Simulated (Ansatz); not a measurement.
## How far is PAW off for Ir?

```
Ir
1.0
     0.00000    1.91970    1.91970
     1.91970    0.00000    1.91970
     1.91970    1.91970    0.00000
Ir
1
Direct
  0.00000 0.00000 0.00000
```

Conventional cell: a = 3.839 Å, b = 3.839 Å, c = 3.839 Å, α = 90.00°, β = 90.00°, γ = 90.00°. Ir (atom 1) is surrounded by 12 Ir at 2.71 Å.

The cell comes from COD entry 9008470, which wasn't checked; take it as a given geometry.

Spin–orbit coupling is left out, though it moves levels of the heavy atoms by tenths of an eV or more.

All numbers are computed: DFT, LDA, PAW with Ansatz's default frozen-core files, scalar-relativistic (Ansatz 0.2.0); DFT, LDA, all-electron LAPW, scalar-relativistic (Ansatz 0.2.0).

For PAW: a Γ-centred 18×18×18 k mesh, Fermi–Dirac smearing of 0.05 eV, cutoff 420 eV, no spin polarisation; the PAW files were made with PBE, and the program remakes their frozen cores for this functional. LAPW targets a basis error of 0.5 meV/atom. The Ansatz runs share mesh, smearing and spin set-up. Plane-wave (PAW) pressures include the program's estimate of the Pulay term.

Stress and pressure are positive in compression.

Levels count from the Fermi level.

PAW results:

```tsv
quantity	PAW
pressure (GPa)	-8.52
highest filled level at K (eV)	-0.908
lowest empty level at K (eV)	0.574
highest filled level at X (eV)	-7.387
lowest empty level at X (eV)	0.866
highest filled level at Γ (eV)	-1.216
lowest empty level at Γ (eV)	13.626
```

(1) What does full-potential LAPW give for the same quantities?

Results:

(1) 
```json
{"quantity": "pressure (GPa)", "LAPW": "-8.51"}
{"quantity": "highest filled level at K (eV)", "LAPW": "-0.909"}
{"quantity": "lowest empty level at K (eV)", "LAPW": "0.575"}
{"quantity": "highest filled level at X (eV)", "LAPW": "-7.387"}
{"quantity": "lowest empty level at X (eV)", "LAPW": "0.865"}
{"quantity": "highest filled level at Γ (eV)", "LAPW": "-1.216"}
{"quantity": "lowest empty level at Γ (eV)", "LAPW": "13.620"}
```
